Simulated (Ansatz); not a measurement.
## Two states of VClO

```xyz
6
Lattice="3.8384 0.0000 0.0000 0.0000 3.3510 0.0000 0.0000 0.0000 8.0323" Properties=species:S:1:pos:R:3 pbc="T T T"
V     0.0000    1.6755    0.9221
V     1.9192    0.0000    7.1102
Cl    0.0000    0.0000    2.6338
Cl    1.9192    1.6755    5.3985
O     0.0000    0.0000    7.6644
O     1.9192    1.6755    0.3679
```

The numbers come from plane-wave PAW DFT (Ansatz): r2SCAN, with U_eff = 4.33 eV on V d (all-electron-ortho-atomic projectors), 500 eV, 6×6×3 Γ-centred k points, fermi-dirac occupations (width 0.1 eV). Nothing was relaxed.

State A: V1 up, V2 up (collinear spin). State B: V1 up, V2 down (collinear spin).

Compare the two self-consistent states.

State A is lower by 3.3 meV an atom at zero smearing.

```csv
state,free energy (meV/atom),largest moment in a small sphere (μB),net moment (μB/cell),gap on mesh (eV),pressure (GPa),largest force (eV/Å)
A,0.0,1.59,4.00,3.00,-0.5,0.21
B,3.3,1.58,0.00,3.12,-0.4,0.23
```

Origin: a database entry at a rescaled volume. Caveats: an odd or shifted mesh can miss the band edges, so this level's true gap may be smaller.
